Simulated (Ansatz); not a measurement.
In₅Bi₃:
```xyz
16
Lattice="-4.2053 4.2053 6.5370 4.2053 -4.2053 6.5370 4.2053 4.2053 -6.5370" Properties=species:S:1:pos:R:3 pbc="T T T"
In     0.0000     0.0000     6.5370
In     0.0000     0.0000     0.0000
In     5.4208     1.2156     2.1580
In    -1.2156     2.9897     4.3790
In    -1.2156     5.4208     2.1580
In     5.4208    -1.2156     4.3790
In     2.9897    -1.2156     2.1580
In     1.2156     5.4208     4.3790
In     1.2156     2.9897     2.1580
In     2.9897     1.2156     4.3790
Bi     0.0000     0.0000     9.8055
Bi     0.0000     0.0000     3.2685
Bi     2.9005    -1.3047     6.5370
Bi     1.3047     5.5100     0.0000
Bi     1.3047     2.9005     6.5370
Bi     2.9005     1.3047     0.0000
```

Relaxed with r²SCAN.

Map the valence electron density (e/Å³), cut off at 2 on the plane through (0.500, 0.500, 0.000) spanned by u = [1, 0, 1] and v = [0, 1, 1] in lattice vectors, from DFT-r²SCAN in the program Ansatz with PAW potentials.

x is the fraction of u, y of v (the angle between them is 90°; rows are the nearest grid lines); atoms in the plane: In at (0.00, 0.00), In at (0.50, 0.50), Bi at (0.84, 0.34), Bi at (0.16, 0.66), Bi at (0.34, 0.16), Bi at (0.66, 0.84).
```
|9999410000000010000000000100000000149999|
|9997210000000000000001234553211000137999|
|9973100000000000000012379999521100113799|
|1111000000000000000024999999972100000111|
|0000000000000000000025999999972100000000|
|0011223221100000000012599999731000000000|
|0012478753110000000001247875311000000000|
|0139999999521000000000111111000000000000|
|1259999999831000000000000000000000000001|
|0137999999421000112443110000000000000000|
|0123799995211001137997310000000000000000|
|0001122211000001499999941000000000000000|
|0000000000000001499999941000001122211000|
|0000000000000000137997311001125999973210|
|0000000000000000113442110001249999997310|
|1000000000000000000000000001389999999521|
|0000000000001111110000000001259999999310|
|0000000001135787421000000000113578742100|
|0000000001379999952100000000011223221100|
|0000000012799999995200000000000000000000|
|1110000012799999994200000000000000001111|
|9973110011259999732100000000000000013799|
|9997310001123554321000000000000000127999|
|9999410000000010000000000100000000149999|
```
Scale: ten equal steps from 0.050 (start of '0') to 2.00 (end of '9'), in the order '0123456789'; x runs from 0.000 to 1.00, y from 0.000 (bottom) to 1.00 (top).

The density is the valence pseudo-density with augmentation charge, so density and ELF within about 1 Å of a nucleus are not all-electron values.

Space group I4/mcm. The first step of the workflow began from a Materials Project structure, measured or hypothetical; the Crystallography Open Database files this formula in space group No. 140, but the cells were not matched. Its standing as an ambient phase is unchecked. The cell was relaxed with r²SCAN under the symmetry of its start; its stability against distortions is not shown here. Scalar-relativistic: spin–orbit coupling is off unless named, which matters more the heavier the elements.

Potentials: the later of the program's two PAW sets.
